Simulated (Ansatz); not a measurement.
Theory: DFT PBE, scalar-relativistic, plane waves, PAW in Ansatz 0.2.0. Cutoff 420 eV, Γ-centred meshes of about 0.25 Å⁻¹ or finer for metals and 0.3 Å⁻¹ for insulators (2π included), Gaussian smearing. No spin polarisation.

Relaxed structures of Ti2TeAs4, with energies over the first row. Coordination counts As atoms around Te and Ti (those within 1.25 times the shortest such distance or 1.15 times the sum of covalent radii; a plus sign parts nearer from farther groups).

```csv
#,form,sites,V (Å³/atom),coordination,ΔE (meV/atom)
1,P-4m2,"Ti 2g; Te 1b; As 1c, 1d, 2g",20.0,"Ti 8, Te 4",0
2,C2/m,"Ti 4i; Te 2a; As 4i, 4i",23.1,"Ti 6, Te 2+4",6
3,"spinel type, Fd-3m",Ti 16d; Te 8a; As 32e,24.3,"Ti 6, Te 4",67
```

A further structure, relaxed alike:

```cif
data_structure
_symmetry_space_group_name_H-M 'R-3m:H'
_symmetry_Int_Tables_number 166
_cell_length_a 4.7982
_cell_length_b 4.7982
_cell_length_c 24.4218
_cell_angle_alpha 90.000
_cell_angle_beta 90.000
_cell_angle_gamma 120.000
_cell_volume 486.93
loop_
_atom_site_label
_atom_site_type_symbol
_atom_site_symmetry_multiplicity
_atom_site_Wyckoff_symbol
_atom_site_fract_x
_atom_site_fract_y
_atom_site_fract_z
_atom_site_occupancy
Ti1 Ti 6 c 0.66667 0.33333 0.72469 1
Te1 Te 3 b 0.66667 0.33333 0.83333 1
As1 As 6 c 0.00000 0.00000 0.71684 1
As2 As 6 c 0.00000 0.00000 0.94883 1
```

**Question.** Place it among the others.

**Answer.** It is the highest, 121 meV/atom above row 1, with space group R-3m (No. 166) and 23.2 Å³/atom. The shortest distance is 2.50 Å (As–As) in this cell and 2.59 Å (As–As) in row 1. This cell holds As–As pairs (shortest 2.50 Å); row 1 holds As–As nets (shortest 2.59 Å). Ti is surrounded by 7 As at 2.64–2.78 Å and 1 Te at 2.65 Å; around Te lie 2 Ti at 2.65 Å; As on its first site has 4 Ti at 2.64–2.78 Å and 3 As at 2.77 Å; around As on its second site lie 1 As at 2.50 Å, 3 As at 2.77 Å and 3 Ti at 2.78 Å.

For metals, differences of a few meV/atom aren't resolved. Spin–orbit coupling, which can matter for Te, is left out. Trial moments fell under 0.15 μB along the way in P-4m2, Fd-3m and R-3m; another start might hold them. With atoms moved at random, row 1 (by 48 meV/atom) fell into a lower structure. Row 2, row 3 and the further cell had no clear such test and can be saddle points.
